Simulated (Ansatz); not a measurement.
The elements of this relaxed trial crystal are hidden behind letters.

```
lattice vectors (Å)
   2.3003   -6.8796    0.0000
   2.3003    6.8796    0.0000
   0.0000    0.0000    4.1782
fractional positions
X 0.3270 0.6730 0.5000
X 0.6730 0.3270 0.5000
X 0.0000 0.0000 0.5000
Z 0.8354 0.1646 0.5000
Z 0.1646 0.8354 0.5000
```

The calculation used Ansatz 0.2.0, DFT PBE, scalar-relativistic, plane waves, PAW. Settings of the last relaxation (5-atom cell): 420 eV, 10×10×10 k points, Gaussian smearing of 0.10 eV, no spin polarisation.

```
Space group                                 : Cmmm (No. 65)
Conventional cell                           : a = 4.601 Å, b = 13.759 Å, c = 4.178 Å
Volume per atom                             : 26.45 Å³
Density                                     : 1.91 g/cm³
Formation energy                            : −1.94 eV/atom
Gap on the 10×10×10 mesh of the 5-atom cell : 0 eV (a metal)
```

Energies are uncorrected and count from the elements' standard states at the same level.

Question: X is an s-block element of period 4 and Z is a p-block element of period 2. Which elements are they?

Answer: X = Ca, Z = O, so the formula is Ca3O2. Density times volume gives a mean mass of 1.91 × 26.45/1.6605 = 30.4 u per atom, and this set has 30.4 u. Among the elements that the hints allow, noble gases aside, only these give it. Ca on a site of symmetry m2m has 3 O at 2.23–2.30 Å; Ca on a site of symmetry mmm has 2 O at 2.26 Å; O has 4 Ca at 2.23–2.30 Å.

A structure relaxed within its symmetry needn't be a true minimum.
